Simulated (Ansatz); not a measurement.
Ga (diamond): energy against volume

The calculation used DFT, LDA (PW92), plane waves (420 eV) with PAW, scalar-relativistic (Ansatz). The PAW files were generated under PBE, with cores re-solved for the functional.

The cell is scaled uniformly from the relaxed one, with fractional coordinates and shape fixed. Energies are extrapolated to zero smearing, pressures are those at the given smearing. Magnetic state: spin not included.

A Birch-Murnaghan fit gives V₀ = 22.83 Å³/atom, B₀ = 49 GPa, B₀′ = 5.2.

Q: What are the energy above the minimum and the pressure at 20.135 Å³/atom?

A: 63.1 meV/atom and 8.51 GPa as computed.

Q: What are the energy above the minimum and the pressure at 21.050 Å³/atom?

A: 25.2 meV/atom and 4.98 GPa as computed.

Q: What are the energy above the minimum and the pressure at 21.966 Å³/atom?

A: 5.4 meV/atom and 2.18 GPa as computed.
